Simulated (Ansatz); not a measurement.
Space group Fm-3m (No. 225). a = 7.448 Å, b = 7.448 Å, c = 7.448 Å, α = 90.00°, β = 90.00°, γ = 90.00°
```csv
atom,site,symmetry,x,y,z
In,4a,m-3m,0.0000,0.0000,0.0000
Sb,8c,-43m,0.2500,0.7500,0.7500
Sb,4b,m-3m,0.5000,0.0000,0.0000
```

Equation of state of this InSb3 structure (not necessarily the ground state), with shape and atoms relaxed at each volume where symmetry leaves them free. It has no gap at any of these volumes. Computed with Ansatz 0.2.0, DFT PBEsol, scalar-relativistic, plane waves, PAW.

Cutoff 420 eV; k points 10×10×10 on the computed 4-atom cell (Γ-centred); Gaussian smearing, width 0.10 eV; no spin polarisation.

```tsv
V (Å³/atom)	E − E(largest V) (meV/atom)	P (GPa)
24.271	3.64	4.45
25.046	-11.77	2.02
25.820	-16.44	0.00
26.595	-12.06	-1.72
27.369	0.00	-3.16
```

Fit a third-order Birch–Murnaghan equation to E(V).

V0 = 25.81 Å³/atom, B0 = 62 GPa, B0' = 4.6.

Spin-orbit coupling is left out, which matters for the bands of heavy elements.

Cost: 5 runs of about 0.68 core-minutes in all, on Intel Xeon 6975P-C (Granite Rapids) (shared hosts).